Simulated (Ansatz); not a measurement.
Computed energy against volume: Ga2Pt (fluorite type, space group Fm-3m)

Ga2Pt (fluorite type, space group Fm-3m)

```xyz
3
Lattice="0.0000 2.9674 2.9674 2.9674 0.0000 2.9674 2.9674 2.9674 0.0000" Properties=species:S:1:pos:R:3 pbc="T T T"
Ga     4.4512     4.4512     4.4512
Ga     1.4837     1.4837     1.4837
Pt     0.0000     0.0000     0.0000
```

E(V) scan at fixed shape, V₀ the volume above. Symmetry pins the atoms to their sites.

Method: r2SCAN (plane waves to 500 eV, PAW, scalar-relativistic; Ansatz, a first-principles code). k mesh 14×14×14 (Γ-centred), Fermi-Dirac smearing 0.05 eV. E stands for the smeared free energy. Compression counts positive. Ga2Pt is run without spin polarisation. Ga2Pt was relaxed with its symmetry unable to fall. Spin-orbit coupling is left out, though Pt is heavy. This is a high-temperature form of Ga2Pt. The zero of ΔE is the relaxed starting cell.

| V (Å³/cell) | ΔE (meV/atom) | P (GPa) |
|---|---|---|
| 47.03 | 90 | 18.4 |
| 47.91 | 60 | 14.6 |
| 48.78 | 37 | 11.0 |
| 49.65 | 20 | 7.9 |
| 50.52 | 9 | 5.0 |
| 51.39 | 2 | 2.4 |
| 52.26 | 0 | 0.0 |
| 53.13 | 2 | -2.1 |
| 54.00 | 8 | -4.1 |
| 54.87 | 17 | -5.8 |
| 55.74 | 28 | -7.3 |
| 56.62 | 43 | -8.7 |
| 57.49 | 60 | -9.8 |

Summary:

The pressure at the smallest volume comes out as 18.4 GPa. The energy cost of the largest compression is 90 meV/atom and the energy cost of the largest expansion is 60 meV/atom. The bulk modulus B₀ (third-order Birch-Murnaghan fit) is 134 GPa and the pressure derivative B₀′ (fit) is 5.2. The equilibrium volume of the fit comes out as 17.42 Å³/atom and the pressure for 5 % compression (fit) is 7.8 GPa.

(A scan under strain: stresses follow from slopes of the energy per volume, elastic moduli from its curvatures.)
